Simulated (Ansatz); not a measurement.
## Data sheet: GdTe$_{2}$ (DFT)

GdTe2:
```xyz
6
Lattice="4.4620 0.0000 0.0000 0.0000 4.4620 0.0000 0.0000 0.0000 8.9706" Properties=species:S:1:pos:R:3 pbc="T T T"
Gd     0.0000     2.2310     6.5323
Gd     2.2310     0.0000     2.4383
Te     0.0000     0.0000     0.0000
Te     2.2310     2.2310     0.0000
Te     0.0000     2.2310     3.3223
Te     2.2310     0.0000     5.6483
```
The run is spin-polarised; directions of the spins, atom by atom: ↑ ↑ 0 0 0 0.

Space group P4/nmm (No. 129); conventional cell a = b = 4.462 Å, c = 8.971 Å, α = β = γ = 90.00°.

Method: the program Ansatz at the r²SCAN level (PAW). Geometry: relaxed at this level of theory. Other levels are named where they apply.

Cell and energy:

- Volume per atom: 29.77 Å³
- Density: 7.67 g/cm³
- Formation energy from the elements (no fitted shifts): -1.36 eV/atom

Electronic structure:

- Electronic character: metallic (no gap)
- Density of states at the Fermi level: 0.19 states/eV per atom (mean over ±0.08 eV)

Magnetism:

Magnetic order: ferromagnetic
Net moment: 2.33 μB per atom

The first step of the workflow began from a Materials Project structure, measured or hypothetical; the Crystallography Open Database copy checked does not list it. Whether it is the stable phase at ambient conditions was not checked. The r²SCAN relaxation kept the symmetry of its start; whether a distortion lowers the energy is not shown. Magnetic state: ferromagnetic, chosen from 3 collinear starts compared on coarse meshes (ties went to the first, and starts can fall back to one state), not a proven ground state. The 4f shell is in the valence, and the state reached may lie above the lowest one. Other orbital occupations within this spin state were not tried. No Hubbard U is applied. Point labels and valley counts follow the cell and symmetry of the run, lower than the named group. The references are the lowest solids computed at this level, not always the standard phases. Scalar-relativistic: spin–orbit coupling is off unless named, which matters more the heavier the elements.

Potentials: the later of the program's two PAW sets.
